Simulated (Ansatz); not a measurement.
One crystal and one scan (frozen-phonon scan) at two levels, PBE (plane waves to 420 eV, PAW, scalar-relativistic; Ansatz, a quantum-chemistry and plane-wave program) and r2SCAN (plane waves to 500 eV, PAW, scalar-relativistic; Ansatz), each from its own relaxed cell and on its own mesh. The cell shown is that of PBE.

Starting cell, BN (zinc blende):

```xyz
4
Lattice="0.0000 3.6241 3.6241 1.8120 0.0000 1.8120 1.8120 1.8120 0.0000" Properties=species:S:1:pos:R:3 pbc="T T T"
N      2.7181     2.7181     2.7181
N      2.7181     4.5301     4.5301
B      0.0000     0.0000     0.0000
B      0.0000     1.8120     1.8120
```

The atoms are displaced by Q × the pattern below (from a DFPT mode at L = (0.5, 0.0, 0.0), largest move 1; Q in Å), at fixed cell. (q is in reciprocal vectors of the primitive cell; the cell shown is doubled to hold the pattern.)

```
atom       x       y       z
----  ------  ------  ------
N1    -0.577   0.577   0.577
N2     0.577  -0.577  -0.577
B3     0.333  -0.333  -0.333
B4    -0.333   0.333   0.333
```

BN was relaxed with its symmetry unable to fall. The PAW data are Ansatz's earlier set. (PBE) Left out: 2 of 13 points, with atoms too close for the PAW data. (r2SCAN) Left out: 2 of 13 points, with atoms too close for the PAW data. Both scans cover Q from -0.233 to 0.233 Å.

ΔE (meV/cell), each from the undisplaced structure of its own level:

```json
[
 {"Q (Å)": "-0.233", "PBE": "4034", "r2SCAN": "4390"},
 {"Q (Å)": "-0.187", "PBE": "2378", "r2SCAN": "withheld"},
 {"Q (Å)": "-0.140", "PBE": "1254", "r2SCAN": "1356"},
 {"Q (Å)": "-0.093", "PBE": "532", "r2SCAN": "574"},
 {"Q (Å)": "-0.047", "PBE": "129", "r2SCAN": "139"},
 {"Q (Å)": "0.000", "PBE": "0", "r2SCAN": "0"},
 {"Q (Å)": "0.047", "PBE": "129", "r2SCAN": "139"},
 {"Q (Å)": "0.093", "PBE": "532", "r2SCAN": "574"},
 {"Q (Å)": "0.140", "PBE": "1254", "r2SCAN": "1356"},
 {"Q (Å)": "0.187", "PBE": "2378", "r2SCAN": "withheld"},
 {"Q (Å)": "0.233", "PBE": "4034", "r2SCAN": "4390"}
]
```

Q: Estimate the r2SCAN value at 0.187 from the PBE value there and the ratio of the two levels in the two nearest given rows on that side of the minimum.

A: At 0.233 and 0.140 the ratio r2SCAN/PBE averages 1.085, which gives 1.085 × 2378 = 2580 meV/cell. The calculation gives 2578 meV/cell, +8.4 % against PBE.

(A displaced cell: forces are minus the slopes of the energy, force constants its curvatures, and phonons follow from these.)
